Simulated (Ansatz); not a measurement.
An Ansatz input:

```yaml
crystal:
  lattice:
    - [0.0, 3.1450534959, 3.1450534959]
    - [3.1450534959, 0.0, 3.1450534959]
    - [3.1450534959, 3.1450534959, 0.0]
  atoms:
    - { symbol: Se, position: [0.125, 0.125, 0.125] }
    - { symbol: Se, position: [0.875, 0.875, 0.875] }
hamiltonian:
  xc: r2scan
  pseudopotentials:
    kind: paw
    azcp:
      Se: "pseudopotentials/Se.paw.azcp"
basis:
  ecutwfc: 500
  fft_grid_basis: typed
kpoints:
  mp_grid: { grid: [14, 14, 14], shift: [0, 0, 0] }
magnetization:
  spin_polarized: false
scf:
  occupations: { method: fermi_dirac, width: 0.1 }
output:
  write_density: true
  write_potential: true
  elf: true
  volumetric_format: npy
```

and its output:

```
Engine: ansatz 0.2.0, x86_64-unknown-linux-gnu
Pseudopotentials: kind: paw
Pseudopotential: Se, paw, valence charge 16, recommended cutoff 500 eV (meta_gga) 
Functional definition: r2SCAN
  parameter k0 = 0.174
  parameter k1 = 0.065
  parameter a1 = 4.9479
  exchange = r2scan_x(k0 = k0, k1 = k1, a1 = a1)
  correlation = r2scan_c
Crystal: 2 atoms, lattice volume = 62.218 Å³
Basis set: ecut = 500 eV, 1591 PW (Γ), exchange–correlation on 144×144×144 points (64 copies of the dense FFT grid, shifted against one another)
Bands: 20, of which v1, the nominal top of the filled ones, is band 16 counted from 1 (15 counted from 0)
Symmetry: 48 space group operations
Space group: Fd-3m (ITA 227), of the structure as read, at distance tolerance 4.0e-5 Å
k-points: 104 of 2744
Non-local potential: Se, projectors of the file, l = 0: 2, l = 1: 2, l = 2: 3, l = 3: 1
PAW form: soft (Blöchl's): semilocal exchange-correlation on the pseudo side does not see the compensation charge
PAW frozen core: Se, regenerated for the run's functional (the file was generated under x = pbe(κ = 0.804, μ = 0.2195149727645171), c = pbe(β = 0.06672455060314922))
PAW one-centre angular grid: Se, 590 points (default); XC on 160 Gauss nodes
Initial density: superposition of atomic densities (neutral atoms: chi_scale 0, normalization atom), corrected by the library's trained network
Initial wavefunctions: pseudopotential atomic-orbital guess
Functional: x = r2scan, c = r2scan; τ floored in thin density (d = 2e-4 eV/Å³)
SCF iter   1: F=—  HF=-10954.940048 eV  |F-HF|=—  |Δ(HF+E_count)|=         —  Δρ=1.38e-3  dr2=6.51e-4  dr2_τ=1.36e-3  ethr=1.77e-3  ⟨swp⟩=5.1  Hψ=9468  notcnv=0
SCF iter   2: F=—  HF=-10954.941280 eV  |F-HF|=—  |Δ(HF+E_count)|=   1.23e-3  Δρ=6.51e-4  dr2=2.15e-4  dr2_τ=1.21e-5  ethr=2.03e-6  ⟨swp⟩=3.0  Hψ=5946  notcnv=0
SCF iter   3: F=—  HF=-10954.940132 eV  |F-HF|=—  |Δ(HF+E_count)|=   1.15e-3  Δρ=1.26e-4  dr2=3.33e-6  dr2_τ=1.77e-6  ethr=6.71e-7  ⟨swp⟩=2.4  Hψ=4249  notcnv=0
SCF iter   4: F=—  HF=-10954.940143 eV  |F-HF|=—  |Δ(HF+E_count)|=   1.15e-5  Δρ=3.02e-5  dr2=2.50e-7  dr2_τ=2.35e-8  ethr=1.04e-8  ⟨swp⟩=2.0  Hψ=3830  notcnv=0
iter 5 did not close the SCF: its close was put off for the readings that it lacked (scf_convergence_deferred on its scf_iter line)
SCF iter   5: F=-10954.940144 eV  HF=-10954.940144 eV  |F-HF|=3.21e-8  |Δ(HF+E_count)|=   1.21e-6  Δρ=4.31e-6  dr2=6.07e-9  dr2_τ=4.60e-10  ethr=7.82e-10  ⟨swp⟩=2.0  Hψ=3830  notcnv=0
SCF iter   6: F=-10954.940144 eV  HF=-10954.940144 eV  |F-HF|=2.55e-10  |Δ(HF+E_count)|=   3.66e-8  Δρ=3.97e-7  dr2=8.75e-11  dr2_τ=3.78e-12  ethr=1.90e-11  ⟨swp⟩=1.0  Hψ=5286  notcnv=0
SCF 1 converged in 6 iterations: F = -10954.940144 eV  dr2 = 8.75e-11
SCF converged after 6 iterations
Free energy (F): -10954.940144 eV
Harris-Foulkes:  -10954.940144 eV  (|F-HF|=2.55e-10)
Internal energy: -10954.884793 eV  (E = F + TS)
E sigma→0 (E₀):  -10954.912469 eV
Entropy (-TS):   -0.055352 eV (-27.676 meV/atom)
Fermi energy:    5.685932 eV
--- Per-component energies (eV) ---
  E_band       = -889.742012
  E_kinetic    = 231.811543
  E_local      = -5440.444330  (includes V_loc(G=0)·N_el)
  E_nonlocal   = -1187.551329
  E_hartree    = 2646.585710
  E_xc         = -193.268335
  E_vxc        = -208.013982  (∫ρ·V_xc dr)
  E_paw        = -3851.561916  (= ΣΔE_a)
  E_vpaw       = 410.333380  (= ΣTr[D̂ρ^β])
  E_aug_tail   = -0.000418  (compensation charges beyond the density's cutoff)
  E_vtau       = 10.951299  (kinetic-family band-sum trace: ∫τ·v_τ [+ j·A + Jᵃ·Aᵃ] dr)
  E_ewald      = -3156.926177
  E_core_change = -3.529541  (= ΣΔE_core)
  E_smearing   = -0.055352  (= −TS)
  E_closure    = 0.000000  (closes the sum)
  Σ components = -10954.940144   (vs F -10954.940144, Δ=0.00e0)
--- Band table (eV; the first three rows and the last of 104) ---
  k-point 0: bands = ["-43.8333", "-43.8333", "-43.8333", "-43.8269", "-43.8269", "-43.8125", "-43.8125", "-43.8100", "-43.8100", "-43.8100", "-10.3900", "-4.8248", "2.0088", "2.0088", "2.0088", "4.8595", "4.8595", "4.8595", "10.4265", "13.8509"]
  k-point 1: bands = ["-43.8334", "-43.8334", "-43.8332", "-43.8267", "-43.8267", "-43.8128", "-43.8128", "-43.8101", "-43.8098", "-43.8098", "-10.3539", "-4.9215", "1.9578", "1.9578", "1.9940", "4.9301", "4.9354", "4.9354", "10.5984", "13.6665"]
  k-point 2: bands = ["-43.8338", "-43.8338", "-43.8328", "-43.8262", "-43.8262", "-43.8134", "-43.8134", "-43.8105", "-43.8093", "-43.8093", "-10.2476", "-5.1903", "1.8273", "1.8273", "1.9335", "5.1337", "5.1337", "5.1664", "11.0530", "13.3659"]
  k-point 103: bands = ["-43.8368", "-43.8368", "-43.8234", "-43.8234", "-43.8198", "-43.8198", "-43.8180", "-43.8180", "-43.8062", "-43.8062", "-8.2096", "-8.2096", "0.2412", "0.2412", "4.4451", "4.4451", "7.2850", "7.2850", "12.0015", "12.0015"]
```

Command:

```sh
ansatz run input.yaml --threads 1 --pin off --max-ram 3584MiB --backend cpu --events-out ev --progress --plain --runs-dir out
```

On 1 thread of Intel(R) Xeon(R) Platinum 8259CL CPU @ 2.50GHz (Skylake/Cascade Lake) (shared host) this took about 20 s of wall time and 19 s of CPU time.
